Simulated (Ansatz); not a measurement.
VN (rock salt)

```
CELL_PARAMETERS angstrom
      0.00000     2.05840     2.05840
      2.05840     0.00000     2.05840
      2.05840     2.05840     0.00000
ATOMIC_POSITIONS crystal
  N  0.00000 0.00000 0.00000
  V  0.50000 0.50000 0.50000
```

The slice is a {110} plane (indices of the conventional cell) through the point (0.000, 0.000, 0.000) (fractional), spanned by u = [100] and v = [1 -1 -1] in vectors of this cell: u (2.91 Å) and v (4.12 Å, at 90° to u). It covers one period; positions are fractions (u, v).

Calculation: PBE (plane waves to 420 eV, PAW, scalar-relativistic; Ansatz, a first-principles code). k mesh 19×19×19. Inside the PAW spheres the values are not all-electron values, and peaks at nuclei hang on which shells count as valence. VN is run without spin polarisation. VN was relaxed with its symmetry unable to fall.

Three fields on this plane, each scaled to ten steps between its own extremes (0 low, 9 high; the total valence density on a logarithmic scale, the potential cut 8 eV below its top; x marks points blanked near nuclei; v = 0 in the bottom row):

Map A
```
|xxxxx62126xxxx|
|xxxx9511159xxx|
|xxxx7310137xxx|
|xx86410001468x|
|11111000001111|
|xx00000000000x|
|xxxx0000000xxx|
|xxxx1001001xxx|
|xxxxx00100xxxx|
|xxxxx00100xxxx|
|xxxxx00100xxxx|
|xxxx1001001xxx|
|xxxx0000000xxx|
|xx00000000000x|
|11111000001111|
|xx86410001468x|
|xxxx7310137xxx|
|xxxx9511159xxx|
|xxxxx62126xxxx|
|xxxxx62126xxxx|
```

Map B
```
|xxxxx78787xxxx|
|xxxx7888887xxx|
|xxxx8999998xxx|
|xx57899999875x|
|00257999997520|
|xx00479997400x|
|xxxx0589850xxx|
|xxxx0378730xxx|
|xxxxx16761xxxx|
|xxxxx06760xxxx|
|xxxxx16761xxxx|
|xxxx0378730xxx|
|xxxx0589850xxx|
|xx00479997400x|
|00257999997520|
|xx57899999875x|
|xxxx8999998xxx|
|xxxx7888887xxx|
|xxxxx78787xxxx|
|xxxxx77777xxxx|
```

Map C
```
|xxxxx64346xxxx|
|xxxx9532359xxx|
|xxxx7421247xxx|
|xx97420002479x|
|99753100013579|
|xx96310001369x|
|xxxx5211125xxx|
|xxxx9422249xxx|
|xxxxx53335xxxx|
|xxxxx64346xxxx|
|xxxxx53335xxxx|
|xxxx9422249xxx|
|xxxx5211125xxx|
|xx96310001369x|
|99753100013579|
|xx97420002479x|
|xxxx7421247xxx|
|xxxx9532359xxx|
|xxxxx64346xxxx|
|xxxxx74347xxxx|
```

Q: Assign the maps to these fields: electron localisation function (ELF); valence electron density; electrostatic potential energy of an electron, from the cell's mean.

A: A is the electron localisation function (ELF); B is the electrostatic potential energy of an electron, from the cell's mean; C is the valence electron density.
